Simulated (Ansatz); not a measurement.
A trial structure of Si₂C₃ was built thus: random cell by space group and Wyckoff sites (I4/mmm, No. 139). Its size is a rough estimate.

```cif
data_structure
_symmetry_space_group_name_H-M 'I4/mmm'
_symmetry_Int_Tables_number 139
_cell_length_a 4.8755
_cell_length_b 4.8755
_cell_length_c 7.0082
_cell_angle_alpha 90.000
_cell_angle_beta 90.000
_cell_angle_gamma 90.000
_cell_volume 166.59
loop_
_atom_site_label
_atom_site_type_symbol
_atom_site_symmetry_multiplicity
_atom_site_Wyckoff_symbol
_atom_site_fract_x
_atom_site_fract_y
_atom_site_fract_z
_atom_site_occupancy
Si1 Si 4 c 0.00000 0.50000 0.00000 1
C1 C 2 b 0.50000 0.50000 0.00000 1
C2 C 4 e 0.50000 0.50000 0.27524 1
```

The calculation used DFT PBE, scalar-relativistic, plane waves, PAW in Ansatz. Cutoff 420 eV, Gaussian smearing, Γ-centred meshes. Cell and atoms relax first on a coarse mesh and then on a finer one. In between, the cell is made exact in the group found at 0.06 Å. In metals the finer mesh still leaves noise of several meV/atom or more. The steps can't lower the symmetry of their start. No spin polarisation in the relaxation; trial moments died out in a coarse test.

A guess keeps its type if space group and coordination stay and the shape of the cell changes little (axis ratios within about 15 %, angles within 6°); the volume may change.

Question: Does this structure survive the relaxation?

Answer: It doesn't keep its type. The symmetry stays I4/mmm (No. 139). The volume per atom shrinks by 9.0 %, from 16.7 to 15.2 Å³. The shortest distance goes from 1.93 Å (C–C) to 1.45 Å (C–C). The ratio c/a of the conventional cell changes by a factor of 1.84. Counting neighbours within 15 % of an atom's shortest distance, the start has C 1/2, Si 2 and the end C 1/4, Si 6. In detail, at the end around Si lie 2 C at 1.93 Å and 4 C at 2.06 Å; around C on a site of symmetry 4/mmm lie 4 Si at 1.93 Å; C on a site of symmetry 4mm has 1 C at 1.45 Å and 4 Si at 2.06 Å.

```
Si C
1.0
    -1.92947    1.92947    5.09111
     1.92947   -1.92947    5.09111
     1.92947    1.92947   -5.09111
Si C
2 3
Direct
  0.50000 0.00000 0.50000
  0.00000 0.50000 0.50000
  0.50000 0.50000 0.00000
  0.92894 0.92894 0.00000
  0.07106 0.07106 0.00000
```

Energies over the elements count from the elements' standard structures at the same level, with no fitted energy shifts.

Question: At what energy does it end?

Answer: +1.43 eV/atom. It can't be a ground state, since the elements alone are lower.

The last run used a 14×14×14 mesh for its 5-atom cell and Gaussian smearing of 0.10 eV. No dispersion correction is applied, so the spacing and binding between layers, chains or molecules are poorly described. The reference form of C is held partly by dispersion forces, which this level lacks. A structure relaxed within its symmetry needn't be a true minimum. Another cell of Si2C3 relaxed alike, in P-3m1, lies 0.59 eV/atom lower, so this cell isn't the stable form at this level.

In counts of neighbours, a slash parts the counts of unlike sites.
